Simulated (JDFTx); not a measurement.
- surface = TiAl3(110), Al outermost, slab composition Ti3Al11
- bulk = TiAl3, I4/mmm, lattice of mp-542915 (not re-optimised)
- slab = 14 atoms in 7 planes, 1x1, 8.0 Å between the outermost planes
- in-plane cell = 5.062 × 5.062 Å, 23.14 Å²
- cell height = 24.1 Å
- sampling = 6×6×1 k mesh, Fermi smearing 0.01 Ha, no spin polarisation

Whether this polymorph is the ambient one wasn't checked. Neither spin polarisation nor a larger cell was tried.

Profiles through the double layer of this slab, charged, in CANDLE, water, 1 M KF; PBE, GBRV ultrasoft potentials, plane waves to 20/100 Ha, a modified build of JDFTx. z is the height above the outermost atoms, φ the plane-averaged electrostatic potential energy of an electron (zero in the bulk liquid), ρ_b the bound charge of solvent and ions, s the cavity shape function (0 in the solid, 1 in the liquid).

```tsv
z (Å)	n (e/Å³)	s	φ (eV)	ρ_b (10⁻³ e/Å³)
0.82	0.0781	0.00	-2.526	-0.14
1.28	0.0322	0.00	-1.605	-3.13
1.73	0.0098	0.01	-0.462	-12.11
2.19	0.0026	0.13	-0.125	-4.69
2.65	0.0006	0.40	-0.077	-0.14
3.11	0.0002	0.69	-0.059	0.00
3.57	0.0000	0.92	-0.049	-0.02
4.03	0.0000	1.00	-0.042	-0.02
4.49	0.0000	1.00	-0.036	-0.02
4.95	0.0000	1.00	-0.031	-0.02
5.41	0.0000	1.00	-0.027	-0.02
5.87	0.0000	1.00	-0.023	-0.01
6.32	0.0000	1.00	-0.020	-0.01
6.78	0.0000	1.00	-0.017	-0.01
7.24	0.0000	1.00	-0.015	-0.01
7.70	0.0000	1.00	-0.013	-0.01
```

**Question.** Is the electrode positively or negatively charged, and roughly by how much?

**Answer.** Positively: σ = 15.0 μC/cm² per face. The liquid's bound charge is of the opposite sign overall, and far from the surface φ decays with the screening length (3.0 Å).
